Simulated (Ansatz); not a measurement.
Relaxed Al (fcc, Cu type):

```
Al
1.0
    3.99201     0.00000     0.00000
    0.00000     3.99201     0.00000
    0.00000     0.00000     3.99201
Al
4
Cartesian
  0.00000   0.00000   0.00000
  1.99601   1.99601   0.00000
  1.99601   0.00000   1.99601
  0.00000   1.99601   1.99601
```

Scan: atom 1 (Al, nearest neighbour Al at 2.823 Å; its periodic images, 4.0 Å or more away, move with it) is displaced along Cartesian x, direction (1.000, 0.000, 0.000) in Cartesian axes, by s. The other atoms stay.

Method: r2SCAN (plane waves to 500 eV, PAW, scalar-relativistic; Ansatz, an electronic-structure program). k mesh 9×9×9 (Γ-centred), Fermi-Dirac smearing 0.05 eV. E stands for the smeared free energy. With partly filled bands, energies and forces of such displacements shift with the k mesh and the smearing. On this mesh the relaxed cell isn't quite at rest: it carries a pressure of 0.3 GPa (compression positive) at the zero of the scan. Al was relaxed with its symmetry unable to fall. ΔE is measured from the undisplaced structure. The last digit holds for this mesh only.

```csv
s (Å),ΔE (meV/cell)
-0.280,217.6
-0.224,138.5
-0.168,withheld
-0.112,34.4
-0.056,8.6
0.000,0.0
0.056,8.6
0.112,34.4
0.168,withheld
0.224,138.5
0.280,217.6
```

Q: Fit an even polynomial form (powers 2, 4) to the given rows and predict ΔE at s = -0.168.

A: Least squares on the 9 given rows: ΔE = (2734)·s² + (526.4)·s⁴, in meV/cell with s in Å; root-mean-square residual 0.02 meV/cell. At -0.168 the fit gives 77.6 meV/cell; the calculation gives 77.6 meV/cell, the same to the digits shown. The quadratic term alone would give 77.2 meV/cell.

(A displaced cell: forces are minus the slopes of the energy, force constants its curvatures, and phonons follow from these.)
